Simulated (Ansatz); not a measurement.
In plane-wave PAW PBE (Ansatz code), InP in the NiAs type structure (P6_3/mmc) relaxes to a = 3.884 Å, c = 6.614 Å. P has 6 nearest neighbours from 2.79 Å (trigonal prismatic). Against the elements it lies at 0.060 eV/atom, with no fitted shifts.

Electronic character: metallic (no gap). Gap from PBE with spin–orbit coupling: none (metallic).

The bulk modulus is 70.9 GPa.

The start of the workflow was typed in or built on a structure type; neither database checked (COD, Materials Project) lists it. It is not the phase usual at ambient conditions (space group No. 216). The cell was relaxed with PBE under the symmetry of its start; whether a distortion lowers the energy is not shown. The references are the lowest solids computed at this level, not always the standard phases. Scalar-relativistic: spin–orbit coupling is off unless named, which matters more the heavier the elements.

Potentials: the later of the program's two PAW sets.
